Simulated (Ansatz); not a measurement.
NaI (rock salt)

```
CELL_PARAMETERS angstrom
      0.00000     6.52904     6.52904
      3.26452     3.26452     6.52904
      3.26452     3.26452     0.00000
ATOMIC_POSITIONS crystal
  I  0.00000 0.00000 0.00000
  I  0.50000 0.00000 0.00000
  Na 0.00000 0.50000 0.50000
  Na 0.50000 0.50000 0.50000
```

A phonon eigenvector at X = (0.5, 0.5, 0.0) is frozen into this cell: atom i moves by Q times the vector below, so Q is the largest atomic displacement, in Å. The cell is held. It is one choice among 2 degenerate patterns. (q is in reciprocal vectors of the primitive cell; the cell shown is doubled to hold the pattern.)

| atom | x | y | z |
|---|---|---|---|
| I1 | 0.000 | -0.185 | 0.000 |
| I2 | 0.000 | 0.185 | 0.000 |
| Na3 | 0.000 | -1.000 | 0.000 |
| Na4 | 0.000 | 1.000 | 0.000 |

The numbers are results of PBE (plane waves to 420 eV, PAW, scalar-relativistic; Ansatz, a quantum-chemistry and plane-wave program), not measurements. k mesh 9×9×9 (Γ-centred), Fermi-Dirac smearing 0.05 eV. The energy includes the smearing's −TS. NaI was relaxed with its symmetry unable to fall. Spin-orbit coupling is left out, though I is heavy. The zero of ΔE is the undisplaced structure.

```csv
Q (Å),ΔE (meV/cell)
-0.180,40.6
-0.120,17.2
-0.060,4.2
0.000,0.0
0.060,4.2
0.120,17.2
0.180,40.6
```

Which DFPT wavenumber at X = (0.5, 0.5, 0.0) belongs to this mode?
A. 107 cm⁻¹
B. 60 cm⁻¹
C. 39 cm⁻¹

A, 107 cm⁻¹. The curvature of the scan gives 107 cm⁻¹

(A displaced cell: forces are minus the slopes of the energy, force constants its curvatures, and phonons follow from these.)
